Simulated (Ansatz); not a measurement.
CuSn:
Space group P6₃/mmc (No. 194); a = b = 4.074 Å, c = 4.922 Å, α = β = 90.00°, γ = 120.00°

| atom | site | symmetry | x | y | z |
|---|---|---|---|---|---|
| Cu | 2a | -3m. | 0.0000 | 0.0000 | 0.0000 |
| Sn | 2c | -6m2 | 0.3333 | 0.6667 | 0.2500 |

Relaxed at zero pressure with DFT-LDA in the program Ansatz with PAW potentials.

Q: The volume is raised by 3 % and shape and atoms relax at that volume. What pressure results, and how do the axes share the change?

A: -2.7 GPa; a 1.1 %, b 1.1 %, c 0.9 %; the energy rises by 5 meV/atom.

Q: Give the new structure.

A: 
Space group P6₃/mmc (No. 194); a = b = 4.1166 Å, c = 4.9645 Å, α = β = 90.00°, γ = 120.00°

| atom | site | symmetry | x | y | z |
|---|---|---|---|---|---|
| Cu | 2a | -3m. | 0.0000 | 0.0000 | 0.0000 |
| Sn | 2c | -6m2 | 0.3333 | 0.6667 | 0.2500 |

The phase is kept; no other phase was compared at this pressure.

Space group P6_3/mmc (NiAs type). The workflow started from a Materials Project entry (that database holds measured and hypothetical structures alike); the Crystallography Open Database files this formula in space group No. 194, but the cells were not matched. Whether it is the stable phase at ambient conditions was not checked. The cell was relaxed with LDA under the symmetry of its start; its stability against distortions is not shown here. The run is not spin-polarised. Axis ratios of metals converge slowly with the k-mesh, so a and c are less sure than the volume. Scalar-relativistic: spin–orbit coupling is off unless named, which matters more the heavier the elements.

Potentials: the later of the program's two PAW sets.
